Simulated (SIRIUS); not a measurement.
Set-up for a self-consistent single point of YGe (P1, 8 atoms in the cell; from Materials Project mp-9971, changed as shown).

```yaml
crystal:
  lattice:
    - [4.28256, 0.00000, 0.00000]
    - [0.00000, 10.72440, 0.00000]
    - [0.00000, 0.00000, 3.95460]
  atoms:
    - { symbol: Y, position: [0.49350, 0.36346, 0.77431] }
    - { symbol: Y, position: [0.01995, 0.14020, 0.24384] }
    - { symbol: Y, position: [0.00630, 0.86572, 0.74482] }
    - { symbol: Y, position: [0.49685, 0.63726, 0.25758] }
    - { symbol: Ge, position: [0.49619, 0.08543, 0.75463] }
    - { symbol: Ge, position: [0.99480, 0.41373, 0.24678] }
    - { symbol: Ge, position: [0.99478, 0.58020, 0.73388] }
    - { symbol: Ge, position: [0.49763, 0.91400, 0.24417] }
```

All values come from this method and carry its errors: PBEsol, GBRV PBEsol ultrasoft pseudopotentials (plane waves; SIRIUS 7.12.0).

SIRIUS settings:

- parameters.ngridk: 6 2 6
- parameters.xc_functionals: [XC_GGA_X_PBE_SOL, XC_GGA_C_PBE_SOL]
- parameters.gk_cutoff: 6.325 1/bohr
- parameters.pw_cutoff: 14.143 1/bohr
- parameters.smearing: fermi_dirac
- parameters.smearing_width: 0.00367493 Ha
- potentials: GBRV PBEsol ultrasoft pseudopotentials
- parameters.electronic_structure_method: pseudopotential
- parameters.num_bands: 60
- parameters.num_mag_dims: 0
- parameters.num_dft_iter: 100
- parameters.energy_tol: 1e-07 Ha
- parameters.density_tol: 1e-06
- mixer.type: anderson
- mixer.beta: 0.5
- mixer.use_hartree: true

Results:

| Property | Value |
|---|---|
| Number of valence electrons | 100 |
| Number of bands | 60 |
| Number of k-points after the program's reduction | 40 |
| Number of plane waves (most at a k-point) | 5270 |
| Number of SCF iterations | 17 |
| FFT grid | 40 × 96 × 36 |
| Free energy E − TS | -16652.7143 eV |
| Fermi level (on the code's own zero) | 11.42 eV |
| Pressure | -2.12 GPa |
| Largest force (vector length) | 0.790 eV/Å |

Forces (eV/Å):
```
atom      Fx      Fy      Fz
----  ------  ------  ------
Y1     0.157  -0.147  -0.687
Y2    -0.724  -0.136   0.286
Y3    -0.269  -0.266   0.041
Y4    -0.001   0.064  -0.353
Ge5    0.528  -0.033  -0.234
Ge6   -0.003   0.097   0.349
Ge7    0.052   0.295   0.530
Ge8    0.260   0.126   0.066
```

Stress (GPa, positive for compression):
```
-2.22  -0.16  -0.11
-0.16  -2.41   0.24
-0.11   0.24  -1.73
```

For comparison: a first run was changed to give this one (atoms moved at random), and from it to this one the free energy goes up by 15.5 meV/atom, the pressure goes from -2.49 to -2.12 GPa and the largest force goes from 0.052 to 0.790 eV/Å.

The structure comes from a collection of computed structures, made at another level of theory; the collection holds predicted forms beside known ones. No clean gap shows at this smearing width and mesh (spacing up to 0.29 Å⁻¹); the mesh is coarse for partly filled bands, so the values carry mesh errors.

Cost on one core: very roughly 5 core-minutes.
